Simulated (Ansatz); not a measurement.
Data:

Relaxed CoSn (CoSn type, space group P6/mmm):

```
CoSn
1.0
    5.24162     0.00000     0.00000
   -2.62081     4.53938     0.00000
    0.00000     0.00000     4.18794
Co Sn
3 3
Direct
  0.50000   0.00000   0.00000
  0.50000   0.50000   0.00000
  0.00000   0.50000   0.00000
  0.00000   0.00000   0.00000
  0.33333   0.66667   0.50000
  0.66667   0.33333   0.50000
```

In each cell atom 1 (Co, nearest neighbour Sn at 2.583 Å; its periodic images, 4.2 Å or more away, move with it) moves by s·(0.000, -0.586, -0.811) (towards the nearest neighbour), the rest being held.

All values below come from r2SCAN (plane waves to 500 eV, PAW, scalar-relativistic; Ansatz, an electronic-structure program). k mesh 8×8×9 (Γ-centred), Fermi-Dirac smearing 0.05 eV. E stands for the smeared free energy. With partly filled bands, energies and forces of such displacements shift with the k mesh and the smearing. CoSn is run without spin polarisation. CoSn was relaxed with its symmetry unable to fall. The zero of ΔE is the undisplaced structure.

The scan covers s from -0.520 to 0.520 Å in 11 points.

Problem. Is the energy the same for equal positive and negative displacements?

Solution. Even: the same for both signs. With its periodic images moving along, the atom's site symmetry in this cell is mmm.

Problem. What is the energy change at s = 0.520 Å?

Solution. 1676 meV/cell.

Problem. What force acts on the atom along the line at s = -0.520 Å?

Solution. 8.60 eV/Å.

Problem. What is the force constant k = d²E/ds² of this move at s = 0?

Solution. 8.56 eV/Å².

(For displaced atoms, the force is minus the slope of the energy, and its curvature is a force constant, which sets phonon frequencies.)
